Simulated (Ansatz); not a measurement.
Calculated with Ansatz: Be₂C, vacancy hop by nudged elastic band

Launch command:

```bash
ansatz run input.yaml --threads 4 --pin off --max-ram 8192MiB --backend cpu --events-out ev --progress --plain --runs-dir out
```

input.yaml:

```yaml
crystal:
  lattice:
    - [0.0, 4.388794, 4.388794]
    - [4.388794, 0.0, 4.388794]
    - [4.388794, 4.388794, 0.0]
  atoms:
    - { symbol: Be, position: [0.12327745, 0.12327423, 0.12373395] }
    - { symbol: Be, position: [0.37661689, 0.37523898, 0.3700322] }
    - { symbol: C, position: [-0.00396305, -0.00174079, -0.0035198] }
    - { symbol: Be, position: [0.1309481, 0.12359247, 0.62216992] }
    - { symbol: Be, position: [0.36691234, 0.3826108, 0.87948534] }
    - { symbol: C, position: [0.00395233, -0.00503563, 0.50239936] }
    - { symbol: Be, position: [0.12287544, 0.62279661, 0.12465032] }
    - { symbol: Be, position: [0.3756059, 0.87881513, 0.37374902] }
    - { symbol: Be, position: [0.12777448, 0.62304668, 0.62311978] }
    - { symbol: Be, position: [0.37492959, 0.87220874, 0.88024558] }
    - { symbol: C, position: [0.00054057, 0.50141434, 0.49751842] }
    - { symbol: Be, position: [0.62207359, 0.12048472, 0.12923506] }
    - { symbol: Be, position: [0.87549146, 0.36863718, 0.37857217] }
    - { symbol: C, position: [0.50056451, 0.00444804, -0.00383378] }
    - { symbol: Be, position: [0.62807977, 0.11857927, 0.63111126] }
    - { symbol: Be, position: [0.87475777, 0.37314449, 0.87401523] }
    - { symbol: C, position: [0.4958739, 0.00320064, 0.5014882] }
    - { symbol: Be, position: [0.6222394, 0.62881856, 0.12570842] }
    - { symbol: Be, position: [0.8761246, 0.87428784, 0.37120518] }
    - { symbol: C, position: [0.50467757, 0.49266855, -0.00051055] }
    - { symbol: Be, position: [0.61816438, 0.62389723, 0.62932151] }
    - { symbol: Be, position: [0.87640225, 0.87755263, 0.8765322] }
    - { symbol: C, position: [0.49959115, 0.50020314, 0.50271261] }
kpoints:
  mp_grid: { grid: [3, 3, 3] }
magnetization:
  spin_polarized: false
scf:
  occupations: { method: gaussian, width: 0.1 }
hamiltonian:
  pseudopotentials: { kind: paw }
  xc: pbe
basis:
  ecutwfc: 420
neb:
  images: 3
  relax_end_points: true
  climbing: true
  f_tol: 0.1
  max_iterations: 40
  order_check: false
  final_atoms:
    - { symbol: Be, position: [0.12327745, 0.12327423, 0.12373395] }
    - { symbol: Be, position: [0.37661689, 0.37523898, 0.3700322] }
    - { symbol: C, position: [-0.00396305, -0.00174079, -0.0035198] }
    - { symbol: Be, position: [0.1309481, 0.12359247, 0.62216992] }
    - { symbol: Be, position: [0.36691234, 0.3826108, 0.87948534] }
    - { symbol: C, position: [0.00395233, -0.00503563, 0.50239936] }
    - { symbol: Be, position: [0.12287544, 0.62279661, 0.12465032] }
    - { symbol: Be, position: [0.3756059, 0.87881513, 0.37374902] }
    - { symbol: Be, position: [0.12777448, 0.62304668, 0.62311978] }
    - { symbol: Be, position: [0.37492959, 0.87220874, 0.88024558] }
    - { symbol: C, position: [0.00442335, 0.48900312, 0.00680987] }
    - { symbol: Be, position: [0.62207359, 0.12048472, 0.12923506] }
    - { symbol: Be, position: [0.87549146, 0.36863718, 0.37857217] }
    - { symbol: C, position: [0.50056451, 0.00444804, -0.00383378] }
    - { symbol: Be, position: [0.62807977, 0.11857927, 0.63111126] }
    - { symbol: Be, position: [0.87475777, 0.37314449, 0.87401523] }
    - { symbol: C, position: [0.4958739, 0.00320064, 0.5014882] }
    - { symbol: Be, position: [0.6222394, 0.62881856, 0.12570842] }
    - { symbol: Be, position: [0.8761246, 0.87428784, 0.37120518] }
    - { symbol: C, position: [0.50467757, 0.49266855, -0.00051055] }
    - { symbol: Be, position: [0.61816438, 0.62389723, 0.62932151] }
    - { symbol: Be, position: [0.87640225, 0.87755263, 0.8765322] }
    - { symbol: C, position: [0.49959115, 0.50020314, 0.50271261] }
```

Origin of the cell: a database entry, scaled a little.

The cell is 2×2×2 cells of Be2C with one C taken out; atom 11 (C) hops into the empty site, 3.07 Å away before the end points are relaxed. All atoms were shaken by about 0.02 Å first.

Output (shortened):

```
Warning: neb: disabling space-group detection — the band's intermediate images generally break the endpoint symmetry, so no spatial operation reduces the k-mesh or symmetrises the density, ex […]
Pseudopotentials: kind: paw
Pseudopotential: Be, paw, valence charge 2, recommended cutoff 420 eV (normal), Be.paw.azcp
Pseudopotential: C, paw, valence charge 4, recommended cutoff 420 eV (normal), C.paw.azcp
Functional definition: PBE
  exchange = pbe_x(kappa = kappa, mu = beta*pi^2/3)
  correlation = pbe_c(beta = beta)
parallel-image band execution: 3 concurrent image workers
NEB image 0
Crystal: 23 atoms, lattice volume = 169.070 Å³
Basis set: ecut = 420 eV, 3287 PW (Γ), exchange–correlation on 90×90×90 points (8 copies of the dense FFT grid, shifted against one another)
Bands: 53, of which v1, the nominal top of the filled ones, is band 30 counted from 1 (29 counted from 0)
[… 6 lines left out …]
Initial density: superposition of atomic densities (neutral atoms: chi_scale 0, normalization atom), corrected by the library's trained network
Functional: x = pbe(κ = 0.804, μ = 0.219515), c = pbe(β = 0.066725)
SCF iter   1: F=—  HF=-3242.108301 eV  Δρ=8.36e-3  dr2=2.97e-1  defer=106
SCF iter   2: F=—  HF=-3242.033520 eV  Δρ=3.38e-3  dr2=5.01e-2  defer=139
SCF iter   3: F=—  HF=-3242.019074 eV  Δρ=1.12e-3  dr2=3.88e-3  defer=139
SCF iter   4: F=—  HF=-3242.018138 eV  Δρ=2.25e-4  dr2=1.01e-4  defer=150
SCF iter   5: F=—  HF=-3242.018141 eV  Δρ=9.28e-5  dr2=1.67e-5  defer=150
SCF iter   6: F=—  HF=-3242.018160 eV  Δρ=1.24e-5  dr2=1.80e-7  defer=218
SCF iter   7: F=-3242.018161 eV  HF=-3242.018161 eV  Δρ=3.02e-6  dr2=1.86e-8
NEB iter   1: max|band force component| = 3.648e1 eV/Å  barrier→ = 17.3006 eV  barrier← = 17.3005 eV  Δτ_max = 0.1972 Å  (36 SCF iters)
NEB iter   2: max|band force component| = 1.277e1 eV/Å  barrier→ = 7.8075 eV  barrier← = 7.8075 eV  Δτ_max = 0.1085 Å  (22 SCF iters)
NEB iter   3: max|band force component| = 5.864e0 eV/Å  barrier→ = 5.7838 eV  barrier← = 5.7837 eV  Δτ_max = 0.0915 Å  (20 SCF iters)
NEB iter   4: max|band force component| = 1.852e0 eV/Å  barrier→ = 5.0751 eV  barrier← = 5.0751 eV  Δτ_max = 0.0421 Å  (19 SCF iters)
NEB iter   5: max|band force component| = 4.032e-1 eV/Å  barrier→ = 4.9751 eV  barrier← = 4.9751 eV  CI = image 2  Δτ_max = 0.0121 Å  (18 SCF iters)
NEB iter   6: max|band force component| = 6.186e-2 eV/Å  barrier→ = 4.9675 eV  barrier← = 4.9674 eV  CI = image 2  Δτ_max = 0.0000 Å  (16 SCF iters)
--- NEB band (5 images, 6 band iterations, 131 SCF iterations, 33 more in tests of the images' electronic states and relaxations of end points) ---
  forward barrier  = 4.967458 eV
  backward barrier = 4.967398 eV
  lagrangian_above_aufbau_ev (what the smearing adds, to first order; not taken off the barriers): saddle image -0.017135 eV, end points -0.027925 and -0.027799 eV
  climbing image's point = of an order that was not read
  energies are F+E_penalty+E_count in eV, relative to image 0
  image     s (Å)  Δ vs image 0  max|band force component| (eV/Å)
      0    0.0000      0.000000                                 —
      1    0.9118      1.913641                          4.275e-2
  *   2    1.8240      4.967458                          6.186e-2
      3    2.7359      1.915983                          4.271e-2
      4    3.6474      0.000060                                 —
```

The converged band:

```csv
image,path over all atoms (Å),ΔF (eV),C x,y,z (Å)
0,0.00,0.000,4.39,2.19,2.19
1,0.91,1.914,3.90,1.71,2.19
2,1.82,4.967,3.29,1.10,2.19
3,2.74,1.916,2.68,0.49,2.19
4,3.65,0.000,2.19,0.00,2.19
```

Highest image (2), forces in eV/Å:

```xyz
23
Lattice="0.000 4.389 4.389 4.389 0.000 4.389 4.389 4.389 0.000" Properties=species:S:1:pos:R:3:forces:R:3 pbc="T T T" image=2
Be    1.180    1.143    1.087    0.025    0.020   -0.006
Be    3.246    3.210    3.292   -0.020   -0.026    0.005
C     0.038   -0.038    0.152   -0.010    0.011   -0.060
Be    3.247    3.207    1.088   -0.019   -0.027   -0.006
Be    5.569    5.531    3.291    0.028    0.019    0.005
C     2.152    2.236   -0.163    0.012   -0.012    0.062
Be    3.291    1.100    3.755    0.000    0.001    0.015
Be    5.484    3.294    5.408    0.000    0.000   -0.011
Be    5.483    3.292    3.223   -0.001   -0.001   -0.027
Be    7.678    5.487    5.620   -0.001   -0.001    0.010
C     3.290    1.098    2.188    0.002    0.000   -0.002
Be    1.095    3.293    3.358    0.000   -0.001    0.012
Be    3.289    5.487    5.011   -0.002    0.000   -0.013
C     0.033    2.231    2.189   -0.008   -0.009   -0.001
Be    3.290    5.488    3.146    0.001    0.001   -0.009
Be    5.485    7.683    5.543    0.001    0.001    0.027
C     2.157    4.355    2.189    0.009    0.008    0.000
Be    3.333    3.378    5.476    0.020    0.027   -0.006
Be    5.400    5.444    7.680   -0.026   -0.020    0.005
C     2.153    2.236    4.541    0.011   -0.011   -0.060
Be    5.398    5.445    5.476   -0.028   -0.019   -0.005
Be    7.722    7.767    7.680    0.019    0.028    0.004
C     4.427    4.351    4.225   -0.012    0.011    0.061
```

Barrier of this path: 4.97 eV forwards, 4.97 eV backwards, after 6 band iterations.

Caveats: the k mesh is coarse if the cell is a metal; a small cell with a neutral vacancy and no spin, whose shape can make like sites unlike; the cell is held at a rescaled volume, and strain moves barriers; the hop was drawn among near neighbours and need not be the easiest path; few images and a loose tolerance, and neither the top nor the ends were tested for their order.

It ran for 83 s on 4 threads of Arm Neoverse V2, on a shared host, peak memory 0.93 GiB, from the program's own first density.
